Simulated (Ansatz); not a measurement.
The start is a generated cell, ReSe2 built in the marcasite structure type. The cell and all atomic positions are relaxed at zero pressure with r2SCAN (plane waves to 500 eV, PAW, scalar-relativistic; Ansatz, a quantum-chemistry and plane-wave program). First-step values are on the input's coarse k-mesh.

Ansatz input (later rounds restart from its end on a renewed k-mesh):
Ansatz 0.2 input:
```yaml
crystal:
  lattice:
    - [5.041968, 0, 0]
    - [0, 6.153683, 0]
    - [0, 0, 3.841543]
  atoms:
    - { symbol: Re, position: [0, 0, 0] }
    - { symbol: Re, position: [0.5, 0.5, 0.5] }
    - { symbol: Se, position: [0.2004, 0.3787, 0] }
    - { symbol: Se, position: [0.7004, 0.1213, 0.5] }
    - { symbol: Se, position: [0.2996, 0.8787, 0.5] }
    - { symbol: Se, position: [0.7996, 0.6213, 0] }
basis: { ecutwfc: 500, ecutrho_ratio: 4, xc_grid: 4, fft_grid_basis: typed }
kpoints: { mp_grid: { grid: [5, 4, 6] } }
hamiltonian:
  xc: r2scan
  dispersion: none
  pseudopotentials: { kind: paw }
scf: { occupations: { method: fermi_dirac, width: 0.05 } }
relax: { f_tol: 0.01, max_steps: 100, cell: { stress_tol: 0.02 } }
output: { forces: true, stress: true }
```

Initial pressure: -6 GPa (negative: the cell is under tension)
Energy released: 0.14 eV/atom
Band gap at the end: no gap (metallic)
Optimiser moves: 14

Relaxed structure:

Space group Pnnm (No. 58); a = 5.392 Å, b = 6.161 Å, c = 3.401 Å, α = β = γ = 90.00°

```csv
atom,site,symmetry,x,y,z
Re,2a,..2/m,0.0000,0.0000,0.0000
Se,4g,..m,0.1992,0.6387,0.0000
```

Final values are on a 9×8×14 k-mesh of the relaxed cell. No spin polarisation in the result.

The run could not lower the symmetry of its start; a shaken copy of this end point relaxes with r2SCAN to P2₁2₁2 (No. 18), 0.08 eV/atom lower.

The relaxed structure here is a generated cell of ReSe2: the first start was made by placing the elements on the sites of a structure type, and the end was not matched to a known phase here, so it may be hypothetical.
